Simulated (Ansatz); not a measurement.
A relaxation computed with Ansatz, from input to last step.

```yaml
crystal:
  lattice:
    - [3.8257652589, 0.0, 0.0]
    - [-1.9128826294, 3.3132099031, 0.0]
    - [0.0, 0.0, 5.9522692987]
  atoms:
    - { symbol: Zr, position: [0.3333333333, 0.6666666667, 0.245] }
    - { symbol: Zr, position: [0.6666666667, 0.3333333333, 0.755] }
    - { symbol: Si, position: [0.0, 0.0, 0.0] }
    - { symbol: Si, position: [0.3333333333, 0.6666666667, 0.645] }
    - { symbol: Si, position: [0.6666666667, 0.3333333333, 0.355] }
basis:
  ecutwfc: 420
kpoints:
  mp_grid: { grid: [6, 6, 4] }
hamiltonian:
  xc: pbe
scf:
  occupations: { method: gaussian, width: 0.1 }
  lower_state_search: "off"
output:
  forces: true
  stress: true
  eigenvalues: true
relax:
  adjacent_minimum: "off"
  f_tol: 0.04
  max_steps: 70
  cell: { stress_tol: 0.4 }
```

```bash
ansatz run input.yaml --threads 1 --pin off --max-ram 2560MiB --backend cpu --events-out ev --progress --plain --runs-dir out
```

Method: DFT PBE, scalar-relativistic, plane waves, PAW in Ansatz 0.2.0.

Of 13 frames 9 are shown, positions in Å and forces in eV/Å; the SCF threshold varies from step to step. Steps run on the plane waves of an earlier cell, with a Pulay correction in the pressure. The basis is chosen afresh for the last frame, the zero of the energies, and at times for earlier ones too; energy and pressure step there, also at an unchanged geometry. Here that happened at step 11 (-12 meV/atom, 0.6 GPa); the frames before carry an error of that size.

```xyz
5
Lattice="3.8258 0.0000 0.0000 -1.9129 3.3132 0.0000 0.0000 0.0000 5.9523" Properties=species:S:1:pos:R:3:forces:R:3 pbc="T T T" step=1 free_energy_over_end_meV_per_atom=1564.19 pressure_GPa=52.55
Zr    0.0000    2.2088    1.4583    0.0000    0.0000   -5.6208
Zr    1.9129    1.1044    4.4940    0.0000    0.0000    5.6208
Si    0.0000    0.0000    0.0000    0.0000    0.0000    0.0000
Si    0.0000    2.2088    3.8392    0.0000    0.0000   -0.6005
Si    1.9129    1.1044    2.1131    0.0000    0.0000    0.6005
5
Lattice="4.0122 0.0000 0.0000 -2.0061 3.4747 0.0000 0.0000 0.0000 6.1088" Properties=species:S:1:pos:R:3:forces:R:3 pbc="T T T" step=2 free_energy_over_end_meV_per_atom=879.52 pressure_GPa=22.76
Zr    0.0000    2.3165    1.3660    0.0000    0.0000   -3.0878
Zr    2.0061    1.1582    4.7428    0.0000    0.0000    3.0878
Si    0.0000    0.0000    0.0000    0.0000    0.0000    0.0000
Si    0.0000    2.3165    3.9203    0.0000    0.0000   -0.7283
Si    2.0061    1.1582    2.1885    0.0000    0.0000    0.7283
5
Lattice="4.1003 0.0000 0.0000 -2.0502 3.5510 0.0000 0.0000 0.0000 6.6959" Properties=species:S:1:pos:R:3:forces:R:3 pbc="T T T" step=4 free_energy_over_end_meV_per_atom=317.01 pressure_GPa=0.23
Zr    0.0000    2.3673    1.2318    0.0000    0.0000   -0.0944
Zr    2.0502    1.1837    5.4641    0.0000    0.0000    0.0944
Si    0.0000    0.0000    0.0000    0.0000    0.0000    0.0000
Si    0.0000    2.3673    4.0493    0.0000    0.0000   -1.7020
Si    2.0502    1.1837    2.6466    0.0000    0.0000    1.7020
5
Lattice="4.0594 0.0000 0.0000 -2.0297 3.5155 0.0000 0.0000 0.0000 6.9870" Properties=species:S:1:pos:R:3:forces:R:3 pbc="T T T" step=5 free_energy_over_end_meV_per_atom=182.84 pressure_GPa=-3.11
Zr    0.0000    2.3437    1.2487    0.0000    0.0000    0.8480
Zr    2.0297    1.1718    5.7383    0.0000    0.0000   -0.8480
Si    0.0000    0.0000    0.0000    0.0000    0.0000    0.0000
Si    0.0000    2.3437    4.0856    0.0000    0.0000   -0.8916
Si    2.0297    1.1718    2.9014    0.0000    0.0000    0.8916
5
Lattice="3.9597 0.0000 0.0000 -1.9798 3.4292 0.0000 0.0000 0.0000 7.2846" Properties=species:S:1:pos:R:3:forces:R:3 pbc="T T T" step=6 free_energy_over_end_meV_per_atom=81.43 pressure_GPa=-3.93
Zr    0.0000    2.2861    1.3670    0.0000    0.0000    0.2070
Zr    1.9798    1.1431    5.9176    0.0000    0.0000   -0.2070
Si    0.0000    0.0000    0.0000    0.0000    0.0000    0.0000
Si    0.0000    2.2861    4.2023    0.0000    0.0000   -0.4607
Si    1.9798    1.1431    3.0823    0.0000    0.0000    0.4607
5
Lattice="3.7594 0.0000 0.0000 -1.8797 3.2557 0.0000 0.0000 0.0000 7.7680" Properties=species:S:1:pos:R:3:forces:R:3 pbc="T T T" step=8 free_energy_over_end_meV_per_atom=17.27 pressure_GPa=-2.05
Zr    0.0000    2.1705    1.5172    0.0000    0.0000    0.1375
Zr    1.8797    1.0852    6.2508    0.0000    0.0000   -0.1375
Si    0.0000    0.0000    0.0000    0.0000    0.0000    0.0000
Si    0.0000    2.1705    4.4587    0.0000    0.0000   -0.3333
Si    1.8797    1.0852    3.3093    0.0000    0.0000    0.3333
5
Lattice="3.7544 0.0000 0.0000 -1.8772 3.2514 0.0000 0.0000 0.0000 7.7007" Properties=species:S:1:pos:R:3:forces:R:3 pbc="T T T" step=9 free_energy_over_end_meV_per_atom=13.01 pressure_GPa=-0.41
Zr    0.0000    2.1676    1.5092    0.0000    0.0000    0.0340
Zr    1.8772    1.0838    6.1914    0.0000    0.0000   -0.0340
Si    0.0000    0.0000    0.0000    0.0000    0.0000    0.0000
Si    0.0000    2.1676    4.3920    0.0000    0.0000    0.0772
Si    1.8772    1.0838    3.3086    0.0000    0.0000   -0.0772
5
Lattice="3.7534 0.0000 0.0000 -1.8767 3.2505 0.0000 0.0000 0.0000 7.6681" Properties=species:S:1:pos:R:3:forces:R:3 pbc="T T T" step=10 free_energy_over_end_meV_per_atom=12.75 pressure_GPa=0.21
Zr    0.0000    2.1670    1.5028    0.0000    0.0000    0.0175
Zr    1.8767    1.0835    6.1653    0.0000    0.0000   -0.0175
Si    0.0000    0.0000    0.0000    0.0000    0.0000    0.0000
Si    0.0000    2.1670    4.3803    0.0000    0.0000   -0.0042
Si    1.8767    1.0835    3.2878    0.0000    0.0000    0.0042
5
Lattice="3.7442 0.0000 0.0000 -1.8721 3.2426 0.0000 0.0000 0.0000 7.7359" Properties=species:S:1:pos:R:3:forces:R:3 pbc="T T T" step=13 free_energy_over_end_meV_per_atom=0.00 pressure_GPa=0.14
Zr    0.0000    2.1617    1.5225    0.0000    0.0000    0.0064
Zr    1.8721    1.0809    6.2134    0.0000    0.0000   -0.0064
Si    0.0000    0.0000    0.0000    0.0000    0.0000    0.0000
Si    0.0000    2.1617    4.4159    0.0000    0.0000   -0.0043
Si    1.8721    1.0809    3.3200    0.0000    0.0000    0.0043
```

The start puts this composition into another compound's structure type, which needn't suit it. At the end the space group is P-3m1 (tolerance 0.05 Å).

The run took 35 s on 1 thread of Intel(R) Xeon(R) Platinum 8375C CPU @ 2.90GHz (Ice Lake), on a shared host, peak memory 0.43 GiB.

The k mesh is coarse.